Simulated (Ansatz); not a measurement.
PbBrF (space group P4/nmm)

```
CELL_PARAMETERS angstrom
      4.10128     0.00000     0.00000
      0.00000     4.10128     0.00000
      0.00000     0.00000    14.76677
ATOMIC_POSITIONS crystal
  Pb 0.00000 0.50000 0.40249
  Pb 0.00000 0.50000 0.90249
  Pb 0.50000 0.00000 0.09751
  Pb 0.50000 0.00000 0.59751
  Br 0.50000 0.00000 0.32313
  Br 0.50000 0.00000 0.82313
  Br 0.00000 0.50000 0.17687
  Br 0.00000 0.50000 0.67687
  F  0.50000 0.50000 0.00000
  F  0.50000 0.50000 0.50000
  F  0.00000 0.00000 0.00000
  F  0.00000 0.00000 0.50000
```

A phonon eigenvector at Z = (0.0, 0.0, 0.5) is frozen into this cell: atom i moves by Q times the vector below, so Q is the largest atomic displacement, in Å. The cell is held. (q is in reciprocal vectors of the primitive cell; the cell shown is doubled to hold the pattern.)

```csv
atom,x,y,z
Pb1,0.000,0.000,0.534
Pb2,0.000,0.000,-0.534
Pb3,0.000,0.000,0.534
Pb4,0.000,0.000,-0.534
Br5,0.000,0.000,1.000
Br6,0.000,0.000,-1.000
Br7,0.000,0.000,1.000
Br8,0.000,0.000,-1.000
```

Atoms not listed stay in place.

Level of theory: LDA (plane waves to 420 eV, PAW, scalar-relativistic; Ansatz, a quantum-chemistry and plane-wave program). k mesh 8×8×3 (Γ-centred), Fermi-Dirac smearing 0.05 eV. E stands for the smeared free energy. PbBrF was relaxed with its symmetry unable to fall. Spin-orbit coupling is left out, though Pb is heavy. ΔE is measured from the undisplaced structure.

```
Q (Å)    ΔE (meV/cell)
-------  -------------
-0.1000           64.7
-0.0833       withheld
-0.0667           28.8
-0.0500           16.2
-0.0333            7.2
-0.0167            1.8
0.0000             0.0
0.0167             1.8
0.0333             7.2
0.0500            16.2
0.0667            28.8
0.0833        withheld
0.1000            64.7
```

Task: Fit an even polynomial form (powers 2, 4) to the given rows and predict ΔE at Q = 0.0833.

Result: Least squares on the 11 given rows: ΔE = (6480)·Q² + (-1049)·Q⁴, in meV/cell with Q in Å; root-mean-square residual 0.01 meV/cell. At 0.0833 the fit gives 44.9 meV/cell; the calculation gives 44.9 meV/cell, the same to the digits shown. The quadratic term alone would give 45.0 meV/cell.

(A displaced cell: forces are minus the slopes of the energy, force constants its curvatures, and phonons follow from these.)
